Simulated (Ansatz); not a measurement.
Given:

NiIrN2:
```yaml
crystal:
  lattice:
    - [1.49173, 0.86125, 5.75123]
    - [-1.49173, 0.86125, 5.75123]
    - [0.00000, -1.72250, 5.75123]
  atoms:
    - { symbol: Ir, position: [0.50000, 0.50000, 0.50000] }
    - { symbol: Ni, position: [0.00000, 0.00000, 0.00000] }
    - { symbol: N, position: [0.89672, 0.89672, 0.89672] }
    - { symbol: N, position: [0.10328, 0.10328, 0.10328] }
```

This is the PBEsol-relaxed structure.

Problem. All from plane-wave PAW PBEsol (Ansatz code), unless another level is named. Predict the electronic character.

Solution. metallic (no gap).

Problem. Predict the density of states at the Fermi level.

Solution. 1.0 states/eV per atom (mean over ±0.08 eV).

Problem. Next, the formation energy from the elements (no fitted shifts)?

Solution. 60 kJ/mol of atoms.

Space group R-3m. The start of the workflow was typed in or built on a structure type; neither database checked (COD, Materials Project) lists it. Its standing as an ambient phase is unchecked. Symmetry was held in the PBEsol relaxation; its stability against distortions is not shown here. The workflow began spin-polarised and lost its moments. Its formation energy is positive at this level, so the cell may be metastable or incomplete. The references are the lowest solids computed at this level, not always the standard phases (solids in place of the gases). Scalar-relativistic: spin–orbit coupling is off unless named, which matters more the heavier the elements.

Potentials: the earlier of the program's two PAW sets. The files were generated under PBE; for other functionals the program regenerates the frozen cores, and for LDA and PBEsol the local potential too.
